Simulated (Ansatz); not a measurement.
Strain response of LiMg

Theory: Ansatz, DFT r2SCAN, scalar-relativistic, plane waves, PAW. (500 eV cutoff, 12×12×12 k-mesh, Gaussian smearing of 0.10 eV, no spin polarisation)

Starting point, cell and atoms relaxed:

```yaml
crystal:
  lattice:
    - [3.43197, 0.00000, 0.00000]
    - [0.00000, 3.43197, 0.00000]
    - [0.00000, 0.00000, 3.42968]
  atoms:
    - { symbol: Li, position: [0.00000, 0.00000, 0.00000] }
    - { symbol: Mg, position: [0.50000, 0.50000, 0.50000] }
```

Deformation: all cell vectors scaled alike, the atoms relaxed, all within the symmetry that the strain leaves. Energies are extrapolated to zero smearing.

```
strain (%)  ΔE (meV/atom) a (Å) b (Å) c (Å)
      -6.0           64.5  3.226  3.226  3.224
      -4.0           27.1  3.295  3.295  3.292
      -2.0            6.4  3.363  3.363  3.361
      +0.0            0.0  3.432  3.432  3.430
      +2.0            5.8  3.501  3.501  3.498
      +4.0           21.8  3.569  3.569  3.567
      +6.0           46.6  3.638  3.638  3.635
```

(1) What stiffness (1/V) d²E/dε² at zero strain does a cubic fit over all points give?

## Answers

(1) A cubic fit gives (1/V) d²E/dε² = 245 GPa at zero strain (nine times the bulk modulus at fixed shape).